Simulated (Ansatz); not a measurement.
Put Sb5O in P6/mmm (No. 191): Sb on 2e and 3f; O on 1b.

Level of theory: DFT PBE, scalar-relativistic, plane waves, PAW in Ansatz. Cutoff 420 eV, Γ-centred mesh, Gaussian smearing, no spin polarisation.

Formation energies are uncorrected and refer to the elements' standard structures at the same level (O₂ as a molecule).

Question: Give the relaxed lattice parameters and positions.

Answer:

Space group P6/mmm (No. 191). a = 6.120 Å, b = 6.120 Å, c = 7.291 Å, α = 90.00°, β = 90.00°, γ = 120.00°
| atom | site | symmetry | x | y | z |
| --- | --- | --- | --- | --- | --- |
| Sb | 2e | 6mm | 0.0000 | 0.0000 | 0.2255 |
| Sb | 3f | mmm | 0.5000 | 0.0000 | 0.0000 |
| O | 1b | 6/mmm | 0.0000 | 0.0000 | 0.5000 |

Sb on a site of symmetry 6mm is surrounded by 1 O at 2.00 Å and 7 Sb at 3.29–3.47 Å; Sb on a site of symmetry mmm is surrounded by 4 Sb at 3.06 Å and 4 Sb at 3.47 Å; O has 2 Sb at 2.00 Å. Another local minimum with the same sites may exist.

Question: And its energy and gap?

Answer: The energy over the elements is +0.17 eV/atom and the gap on the 6×6×6 mesh of the 6-atom cell is 0 eV (a metal). A positive value: parting into the elements would lower its energy.

The last run used Gaussian smearing of 0.10 eV. Spin–orbit coupling, which can matter for Sb, is left out. The cell is a metal run without spin; a magnetic state may lie lower. Symmetry constrained the relaxation, so the result can be a saddle point. Another cell of Sb5O relaxed alike, in I4/mmm, lies 94 meV/atom lower, so this cell isn't the stable form at this level.
